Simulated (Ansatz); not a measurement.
InPt$_{3}$: reading a single point

```
Pt In
1.0
     3.83389   -0.35503    0.13436
     0.07873    3.82553   -0.82049
    -1.12092   -0.01304    4.55581
Pt In
3 1
Direct
  0.80857 0.54741 0.17699
  0.29875 0.98424 0.09808
  0.49840 0.80373 0.59968
  0.04624 0.32679 0.69359
```

The numbers come from plane-wave PAW DFT (Ansatz): m-r2SCAN, no spin polarisation, 500 eV, 5×5×4 (shifted by 0, 0.5, 0.5 steps) k points, fermi-dirac occupations (width 0.1 eV). Nothing was relaxed.

(1) What is the formation energy?

(2) Metal or insulator?

(3) Which atom feels the largest force, and which way?

(4) How is the charge shared?

(5) Describe some of the short contacts.

Origin: a disordered cell, so it need not be a known compound. Caveats: the k mesh is coarse if the cell is a metal; m-r2SCAN is r2SCAN with a changed spin dependence that lowers moments.

## Answers

(1) -0.09 eV an atom against the elements' usual phases (free molecules for gases, crystals otherwise, with no correction for O₂ or N₂), so it is bound against them; other compounds may still compete. Relaxing would lower it.

(2) It is a metal, with about 2.4 states/eV a cell as the mean within 0.25 eV of the Fermi level, mostly Pt d (72 %).

(3) The largest is on Pt2: 1.42 eV/Å, components (-0.03, 1.29, 0.58). It makes 127° with the line to a nearest neighbour, Pt3 at 2.58 Å.

(4) Bader charges in e: In +1.05, Pt -0.43 to -0.29. In the mean In gives up most and Pt takes most.

(5) Pt–Pt at 2.58 Å: least valence density 0.54 e/Å³ and ELF 0.33 there. Pt–In at 2.62 Å: least valence density 0.40 e/Å³ and ELF 0.24 there. Both are smooth PAW fields, read partly inside the augmentation spheres.
